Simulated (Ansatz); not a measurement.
Input and command of a plane-wave DFT calculation in Ansatz:

```yaml
crystal:
  lattice:
    - [3.373788698, 1.947857813, 2.9842672244]
    - [-3.373788698, 1.947857813, 2.9842672244]
    - [0.0, -3.895715626, 2.9842672244]
  atoms:
    - { symbol: Ti, position: [0.5307010151, 0.5307010151, 0.5307010151] }
    - { symbol: As, position: [0.8485784089, 0.8485784089, 0.8485784089] }
    - { symbol: S, position: [0.0382491769, 0.5411835638, 0.5411835638] }
    - { symbol: S, position: [0.5411835638, 0.5411835638, 0.0382491769] }
    - { symbol: S, position: [0.5411835638, 0.0382491769, 0.5411835638] }
basis:
  ecutwfc: 420
kpoints:
  mp_grid: { grid: [6, 6, 6] }
hamiltonian:
  xc: pbe
scf:
  occupations: { method: gaussian, width: 0.1 }
  lower_state_search: "off"
output:
  forces: true
  stress: true
  eigenvalues: true
```

```bash
ansatz run input.yaml --threads 1 --pin off --max-ram 2560MiB --backend cpu --events-out ev --progress --plain --runs-dir out
```

Processor: Arm Neoverse V1, 1 thread, on a host shared with other jobs.

Problem. Estimate time, memory and problem size.

Solution. About 13 s on 1 thread of Arm Neoverse V1, on a shared host, peak memory 0.38 GiB. It solves 28 bands at 32 k points (the mesh reduced by symmetry) with about 2277 plane waves, in 7 SCF iterations.
